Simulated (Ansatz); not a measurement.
Input:

LiH:
Space group Fm-3m (No. 225); a = b = c = 4.005 Å, α = β = γ = 90.00°

| atom | site | symmetry | x | y | z |
|---|---|---|---|---|---|
| Li | 4a | m-3m | 0.0000 | 0.0000 | 0.0000 |
| H | 4b | m-3m | 0.5000 | 0.5000 | 0.5000 |
(The calculation used a cell of 2 atoms; values per cell refer to that cell.)

This is the r²SCAN-relaxed structure.

Q: All from r²SCAN (plane waves, PAW; program Ansatz), unless another level is named. Give the vibrational entropy at 300 K.

A: 9.4 J/(K·mol of atoms).

Q: Next, the highest zone-centre frequency (without LO–TO term)?

A: 605 cm⁻¹.

Q: And the Young's modulus?

A: 94.5 GPa.

The r²SCAN relaxation kept the symmetry of its start; phonons on a q-mesh show no instability.

Potentials: the later of the program's two PAW sets.
